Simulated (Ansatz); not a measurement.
# Relaxation of Sr4Ti4O11

All numbers below come from Ansatz, DFT r2SCAN, scalar-relativistic, plane waves, PAW. (500 eV cutoff, 2×2×2 k-mesh, shifted by half a step, Gaussian smearing of 0.02 eV, no spin polarisation)

What was changed: O after trading places with the vacancy, charge +2, atoms relaxed.

In a supercell of 19 atoms the defect feels its periodic images.

Spin polarisation was left out.

Command:

```bash
ansatz run input.yaml --threads 8 --pin off --max-ram 20480MiB --backend cpu --events-out ev --progress --plain --runs-dir out
```

Input:

```yaml
crystal:
  lattice:
    - [-3.9072701075, 3.9072701075, 3.9072701075]
    - [3.9072701075, -3.9072701075, 3.9072701075]
    - [3.9072701075, 3.9072701075, -3.9072701075]
  atoms:
    - { symbol: Sr, position: [0.5, 0.0, 0.5] }
    - { symbol: Sr, position: [0.0, 0.5, 0.5] }
    - { symbol: Sr, position: [0.0, 0.0, 0.0] }
    - { symbol: Sr, position: [0.5, 0.5, 0.0] }
    - { symbol: Ti, position: [0.5, 0.5, 0.5] }
    - { symbol: Ti, position: [0.0, 0.0, 0.5] }
    - { symbol: Ti, position: [0.0, 0.5, 0.0] }
    - { symbol: Ti, position: [0.5, 0.0, 0.0] }
    - { symbol: O, position: [0.25, 0.25, 0.5] }
    - { symbol: O, position: [0.25, 0.0, 0.75] }
    - { symbol: O, position: [0.25, 0.5, 0.25] }
    - { symbol: O, position: [0.75, 0.0, 0.25] }
    - { symbol: O, position: [0.75, 0.75, 0.5] }
    - { symbol: O, position: [0.75, 0.25, 0.0] }
    - { symbol: O, position: [0.25, 0.75, 0.0] }
    - { symbol: O, position: [0.5, 0.25, 0.25] }
    - { symbol: O, position: [0.0, 0.75, 0.25] }
    - { symbol: O, position: [0.0, 0.25, 0.75] }
    - { symbol: O, position: [0.5, 0.75, 0.75] }
total_charge: 2
basis:
  ecutwfc: 500
  xc_grid: 3
kpoints:
  mp_grid: { grid: [2, 2, 2], shift: [0.5, 0.5, 0.5] }
hamiltonian:
  xc: r2scan
scf:
  occupations: { method: gaussian, width: 0.02 }
output:
  forces: true
  stress: false
  eigenvalues: true
  write_density: true
  write_potential: true
  elf: true
  volumetric_format: npy
relax:
  adjacent_minimum: "off"
  f_tol: 0.02
  max_steps: 60
```

F is the free energy.

Steps:

```tsv
step	F − F(1) (eV)	largest force component (eV/Å)
1	0.0000	5.140
2	-0.9930	1.074
3	-1.3696	0.588
4	-1.5874	0.365
5	-1.6275	0.018
6	-1.6275	0.018
```

Relaxed structure:

```yaml
crystal:
  lattice:
    - [-3.90727, 3.90727, 3.90727]
    - [3.90727, -3.90727, 3.90727]
    - [3.90727, 3.90727, -3.90727]
  atoms:
    - { symbol: Sr, position: [0.49910, 0.99820, 0.49910] }
    - { symbol: Sr, position: [0.00090, 0.50000, 0.49910] }
    - { symbol: Sr, position: [0.00090, 0.00180, 0.00090] }
    - { symbol: Sr, position: [0.49910, 0.50000, 0.00090] }
    - { symbol: Ti, position: [0.48368, 0.50000, 0.48368] }
    - { symbol: Ti, position: [0.00000, 0.00000, 0.50000] }
    - { symbol: Ti, position: [0.01632, 0.50000, 0.01632] }
    - { symbol: Ti, position: [0.50000, 0.00000, 0.00000] }
    - { symbol: O, position: [0.27475, 0.25625, 0.51850] }
    - { symbol: O, position: [0.25000, 0.00000, 0.75000] }
    - { symbol: O, position: [0.25000, 0.50000, 0.25000] }
    - { symbol: O, position: [0.75000, 0.00000, 0.25000] }
    - { symbol: O, position: [0.76226, 0.74375, 0.51850] }
    - { symbol: O, position: [0.73774, 0.25625, 0.98150] }
    - { symbol: O, position: [0.22525, 0.74375, 0.98150] }
    - { symbol: O, position: [0.51850, 0.25625, 0.27475] }
    - { symbol: O, position: [0.98150, 0.74375, 0.22525] }
    - { symbol: O, position: [0.98150, 0.25625, 0.73774] }
    - { symbol: O, position: [0.51850, 0.74375, 0.76226] }
```

The run converged. Time: 57 s on 8 threads of AMD EPYC (Zen 3), with other jobs on the host, peak memory 1.1 GiB.